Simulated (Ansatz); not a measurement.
**Be3N2: computed property card**

Be$_{3}$N$_{2}$:
```yaml
crystal:
  lattice:
    - [1.41352, 0.81610, 4.84504]
    - [-1.41352, 0.81610, 4.84504]
    - [0.00000, -1.63219, 4.84504]
  atoms:
    - { symbol: Be, position: [0.14103, 0.14103, 0.14103] }
    - { symbol: Be, position: [0.68231, 0.68231, 0.68231] }
    - { symbol: Be, position: [0.91117, 0.91117, 0.91117] }
    - { symbol: N, position: [0.79583, 0.79583, 0.79583] }
    - { symbol: N, position: [0.29156, 0.29156, 0.29156] }
```

Space group R3m (No. 160); conventional cell a = b = 2.827 Å, c = 14.535 Å, α = β = 90.00°, γ = 120.00°.

Method: HSE06 (plane waves, PAW; program Ansatz). Structure relaxed to zero pressure with the same functional. Other levels are named where they apply.

Cell and energy:

| Item | Value |
|---|---|
| Volume per atom | 6.71 Å³ |
| Density | 2.73 g/cm³ |

Electronic structure:

| Property | Value |
|---|---|
| Band gap | 4.03 eV (indirect) |
| Valence-band maximum | at Γ |
| Conduction-band minimum | at F (3 equivalent valleys) |
| Smallest direct gap on the standard path | 5.14 eV |

Mechanics:

| Property | Value |
|---|---|
| Bulk modulus (Birch–Murnaghan fit) | 2250 kbar |
| Pressure derivative B′ | 3.6 |

Charges:

| Item | Value |
|---|---|
| Bader charges | Be +1.70 to +1.72, N -2.58 to -2.55 e |

The workflow started from a Materials Project entry (that database holds measured and hypothetical structures alike); the Crystallography Open Database copy checked does not list it. COD files the formula under space group No. 206. Its standing as an ambient phase is unchecked. The cell was relaxed with HSE06 under the symmetry of its start; its stability against distortions is not shown here. The hybrid was solved on a coarse mesh, the path and, where they were found, the r²SCAN edge points; its band edges are the extreme levels among these.

Potentials: the later of the program's two PAW sets.
